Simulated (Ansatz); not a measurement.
Pb, DFT, PBEsol, all-electron PAW with datasets made for the crystal, scalar-relativistic (Ansatz 0.2.0), run on 1 thread of Intel(R) Xeon(R) Platinum 8488C (Sapphire Rapids) on a shared host.

The cell is COD entry 1537623, as deposited and not checked against the literature; nothing was relaxed. The listed cell was then made from it by scaling, straining or moving an atom.

Command: `ansatz run input.yaml --threads 1 --pin off --max-ram 3072MiB --backend cpu --events-out ev --progress --plain --runs-dir out`

```yaml
crystal:
  lattice:
    - [3.4329678887, 0.0, 0.0]
    - [-1.7164839444, 2.973037402, 0.0]
    - [0.0, 0.0, 5.5144501982]
  atoms:
    - { symbol: Pb, position: [0.3333333333, 0.6666666667, 0.25] }
    - { symbol: Pb, position: [0.6666666667, 0.3333333333, 0.75] }
kpoints:
  mp_grid: { grid: [12, 12, 7] }
scf:
  occupations: { method: fermi_dirac, width: 0.05 }
hamiltonian:
  xc: pbesol
  pseudopotentials: { kind: all_electron, datasets: crystal }
output:
  forces: true
  stress: true
  eigenvalues: true
  efg: { contact_densities: true }
```

Problem. How large is the problem that the program sets up?

Solution. 76 irreducible k-points, 549 plane waves at Γ, 20 bands.

Problem. Estimate the wall time and the peak memory.

Solution. 9.3 s of wall time for 7 SCF iterations, with a peak of 0.48 GiB. Times on shared machines scatter by tens of per cent.

Problem. And the same cell and mesh by frozen-core PAW, asked for forces, stress, eigenvalues, efg, write_density, write_potential, elf, on the same hardware?

Solution. 6 s, peak memory 0.46 GiB.
